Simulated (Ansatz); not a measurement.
The cell is CsPbCl3 in the cubic perovskite structure; cell and atoms were relaxed with r2SCAN. Space group Pm-3m (No. 221), cubic; a = 5.677 Å in the conventional setting, 36.59 Å³ an atom. Around Cs lie 12 Cl at 4.01 Å; around Pb lie 6 Cl at 2.84 Å; around Cl lie 2 Pb at 2.84 Å and 4 Cs at 4.01 Å.

```yaml
crystal:
  lattice:
    - [5.67707, 0.00000, 0.00000]
    - [0.00000, 5.67707, 0.00000]
    - [0.00000, 0.00000, 5.67707]
  atoms:
    - { symbol: Cs, position: [0.00000, 0.00000, 0.00000] }
    - { symbol: Pb, position: [0.50000, 0.50000, 0.50000] }
    - { symbol: Cl, position: [0.50000, 0.50000, 0.00000] }
    - { symbol: Cl, position: [0.50000, 0.00000, 0.50000] }
    - { symbol: Cl, position: [0.00000, 0.50000, 0.50000] }
```

The questions ask for values computed with the PAW code Ansatz on this geometry. No spin polarisation and no zero-point or thermal motion.

Q: Is there a gap with PBE, and of what kind?

A: PBE gives a direct gap of 2.09 eV at R.

Q: What does LDA give for the gap (4×4×4 mesh)?

A: The LDA gap is direct at R: 1.89 eV. The gap differs by -0.20 eV from PBE's.

Q: How does the gap change from PBE to DDH-PBE0 (4×4×4)?

A: With DDH-PBE0 the gap is 3.52 eV and direct, at R. The share of exact exchange is 0.263. The gap differs by +1.43 eV from PBE's.

Q: Estimate the gap with Hartree-Fock on 4×4×4.

A: The Hartree-Fock gap is direct at R: 8.04 eV. The gap differs by +5.95 eV from PBE's.

Q: What are ε∞ and the Born charges with r2SCAN?

A: ε∞: 3.53 in all directions. Born charges, averaged over directions: Cs +1.29, Pb +3.87, Cl -1.72 e.

Q: Relaxed again with PBEsol, is the cell stable at the zone centre, and where do its optical modes lie?

A: 2 optical levels at Γ are imaginary (26i, 11i cm⁻¹, printed negative). By the program's warning the force constants, and with them frequencies and ε⁰, aren't converged on this mesh, so whether the cell is unstable needs a finer one.

Spin-orbit coupling is left out; in compounds of Pb, Bi, Tl or Hg it can lower a gap by up to about 1 eV, split its edges or invert the bands.

The meshes of the hybrids are coarse, so their gaps aren't converged to the digits shown.
